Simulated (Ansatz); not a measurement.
TiAl: zone-centre modes at 3 GPa

The calculation used Ansatz 0.2.0, DFT LDA, scalar-relativistic, plane waves, PAW. Settings: 420 eV plane-wave cutoff, Γ-centred 16×16×10 mesh, Fermi-Dirac smearing of 0.15 eV. No spin polarisation. Phonons by linear response, acoustic sum rule imposed.

The cell, relaxed at 3 GPa:
```xyz
2
Lattice="2.7462 0.0000 0.0000 0.0000 2.7462 0.0000 0.0000 0.0000 3.9736" Properties=species:S:1:pos:R:3 pbc="T T T"
Ti    0.0000    0.0000    0.0000
Al    1.3731    1.3731    1.9868
```

In a metal, frequencies and elastic constants depend on the k mesh and the smearing, soft modes and shear constants most.

Optical modes at Γ; i marks an imaginary frequency:
| frequency (meV) | degeneracy |
| --- | --- |
| 34.9 | 2 |
| 41.3 | 1 |

All 3 optical modes at Γ are real: no displacement of atoms at fixed cell lowers the energy to second order. Strains and modes at other wave vectors aren't tested by this run.

Cost: 1 run of about 0.98 core-minutes, on Intel Xeon Platinum 8259CL (Skylake/Cascade Lake) (shared hosts).